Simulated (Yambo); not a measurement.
Yambo run on NaI (rock salt, space group Fm-3m, No. 225). The wavefunctions are PBEsol (pw.x of Quantum ESPRESSO, ONCV potentials, no spin-orbit coupling) ones on a 4×4×4 mesh (8 occupied bands); a = b = c = 4.5260 Å, α = β = γ = 60.00°.

Yambo input:

```
rim_cut
gw0
dyson
el_el_corr
HF_and_locXC
mpa
em1d
RandQpts= 1000000
RandGvec= 1 Ry
EXXRLvcs= 88 Ry
VXCRLvcs= 352 Ry
Chimod= "HARTREE"
% BndsRnXm
 2 | 146 |
%
NGsBlkXm= 10 Ry
% LongDrXm
 1.0 | 1.0 | 1.0 |
%
EnSampXm= "2l"
EnGridXm= "lP"
% EnRngeXm
 0.0 | 40.0 | eV
%
% ImRngeXm
 2.72114 | 27.21138 | eV
%
% DmRngeXm
 0.02721 | 2.72114 | eV
%
ETStpsXm= 8
IntSolXm= "PT"
% GbndRnge
 1 | 146 |
%
GTermKind= "none"
DysSolver= "n"
ExtendOut
% QPkrange
 1 | 1 | 8 | 9 |
%
```

k points by index: 1 = Γ.

Resulting energies as the program prints them:

```
#    K-point    Band    Eo [eV]    E [eV]    E-Eo [eV]    Vxc [eV]    Vnlxc [eV]    Sc|Eo [eV]    Sc|E [eV]    dSc/dw|Eo [eV]    Re(Z)    Im(Z)
#
    1    8    0.000000    -1.452782    -1.452782    -11.32313    -14.29970    1.141528    1.523794    -7.152490    0.791850    -0.002808
    1    9    3.592847    4.203734    0.610887    -7.615742    -3.777252    -3.105453    -3.227602    -5.440786    0.833356    -0.003618
```
(The two width columns are left out.) Convergence of these settings isn't established.

Geometry relaxed with PBEsol.
